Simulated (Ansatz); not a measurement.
## CaAs₂Pd₂: do energies and stresses tell the same story?

Theory: DFT r2SCAN, scalar-relativistic, plane waves, PAW (Ansatz).

Plane waves to 500 eV, a k mesh through Γ of 12×12×12 on the computed 5-atom cell and Gaussian smearing (0.10 eV); no spin polarisation.

Relaxed cell: I4/mmm, a = 4.299 Å, b = 4.299 Å, c = 10.236 Å, α = 90.00°, β = 90.00°, γ = 90.00°, 5 atoms in the primitive cell. Whether it is the stable form of this composition wasn't checked.

Energies at zero smearing and pressures from the stress tensor, at volumes with shape and atoms relaxed:
| V (Å³/atom) | E − E(first) (meV/atom) | P (GPa) |
| --- | --- | --- |
| 16.648 | 0.00 | 16.84 |
| 17.215 | -49.87 | 11.46 |
| 17.783 | -82.21 | 6.95 |
| 18.350 | -99.92 | 3.17 |
| 18.918 | -105.39 | 0.00 |
| 19.485 | -100.52 | -2.67 |
| 20.053 | -86.98 | -4.89 |
| 20.810 | -58.00 | -7.26 |

Check P = −dE/dV between neighbouring volumes, and get the bulk modulus from the pressures alone.

With 1 eV/Å³ = 160.2 GPa:
```
middle V (Å³/atom)  −ΔE/ΔV (GPa) mean P (GPa)
            16.931        14.079        14.149
            17.499         9.129         9.207
            18.067         5.000         5.063
            18.634         1.544         1.587
            19.202        -1.377        -1.335
            19.769        -3.823        -3.777
            20.431        -6.135        -6.070
```

The two differ by 0.08 GPa at most. The mean of two end pressures misses the average over a step by about ΔV² P″/12, up to 0.08 GPa here; with that taken off 0.01 GPa remains. Around V = 18.918 Å³/atom, the two neighbours give B = −V ΔP/ΔV = 18.918 × 5.84 / 1.135 = 97.4 GPa, against B0 = 96.6 GPa from the Birch–Murnaghan fit of the energies.

Cost: 9 runs of about 29 core-minutes in all, on Oxide Virtual Turin-like Processor (Zen 5) (shared hosts).